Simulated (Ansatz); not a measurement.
## Relaxing a structure of SnO2

The start is a relaxed SnO2 cell, doubled along one cell vector, shaken by Gaussian noise of σ = 0.08 Å a coordinate. The structure is fully relaxed (lattice and positions, P = 0) with PBE (plane waves to 420 eV, PAW, scalar-relativistic; Ansatz, a program for electronic structure). First-step values are on the input's coarse k-mesh.

Ansatz input (later rounds restart from its end on a renewed k-mesh):
Ansatz 0.2 input:
```yaml
crystal:
  lattice:
    - [4.8276402417, 0, 0]
    - [0, 9.6552804834, 0]
    - [0, 0, 3.2377796718]
  atoms:
    - { symbol: Sn, position: [0.5299073469, 0.2488169619, 0.4849661275] }
    - { symbol: Sn, position: [0.5137863361, 0.7441022536, 0.5135998892] }
    - { symbol: Sn, position: [-0.0009595066, 0.0006536873, -0.0069480851] }
    - { symbol: Sn, position: [0.0097066228, 0.5092964208, -0.0440469969] }
    - { symbol: O, position: [0.7992425382, 0.4140723325, 0.5259844219] }
    - { symbol: O, position: [0.8147918682, 0.9014166405, 0.4939577075] }
    - { symbol: O, position: [0.3141440232, 0.3503313503, -0.0000085108] }
    - { symbol: O, position: [0.3014734884, 0.8395505417, 0.023644662] }
    - { symbol: O, position: [0.7025085612, 0.1594193801, 0.0020037322] }
    - { symbol: O, position: [0.685577797, 0.6463518409, 0.0373529614] }
    - { symbol: O, position: [0.2172982172, 0.1039373406, 0.4758119613] }
    - { symbol: O, position: [0.2325944853, 0.5818275292, 0.4718989286] }
basis: { ecutwfc: 420, ecutrho_ratio: 4, xc_grid: 2, fft_grid_basis: typed }
kpoints: { mp_grid: { grid: [5, 3, 7] } }
hamiltonian:
  xc: pbe
  dispersion: none
  pseudopotentials: { azcp: { folder: ./paw }, kind: paw }
scf: { occupations: { method: fermi_dirac, width: 0.05 } }
relax: { f_tol: 0.01, max_steps: 100, cell: { stress_tol: 0.02 } }
output: { forces: true, stress: true }
```

### Question
What is the largest force in the starting geometry, and on which atom (counted from 1)?

### Answer
3.48 eV/Å, on Sn1 (atoms numbered as listed).

### Question
By how much does the energy per atom fall from start to end?

### Answer
0.09 eV/atom.

### Question
Does it find its way back to the structure it was made from?

### Answer
It relaxes back to the parent, P4₂/mnm (No. 136).

### Question
How do the shortest distances between atoms change?

### Answer
The closest pairs of elements (up to four, under 3.6 Å), start → end: O–Sn 1.95 → 2.09 Å; O–O 2.63 → 2.64 Å; Sn–Sn 3.24 → 3.24 Å.

### Question
What band gap does the relaxed structure have at this level?

### Answer
0.68 eV, direct at Γ (no spin-orbit coupling).

The end point of the relaxation:

Space group P4₂/mnm (No. 136); a = b = 4.828 Å, c = 3.238 Å, α = β = γ = 90.00°

```tsv
atom	site	symmetry	x	y	z
Sn	2b	m.mm	0.0000	0.0000	0.5000
O	4g	m.2m	0.3066	0.3066	0.5000
```

Final values are on a 7×7×10 k-mesh of the relaxed cell. No spin polarisation in the result.
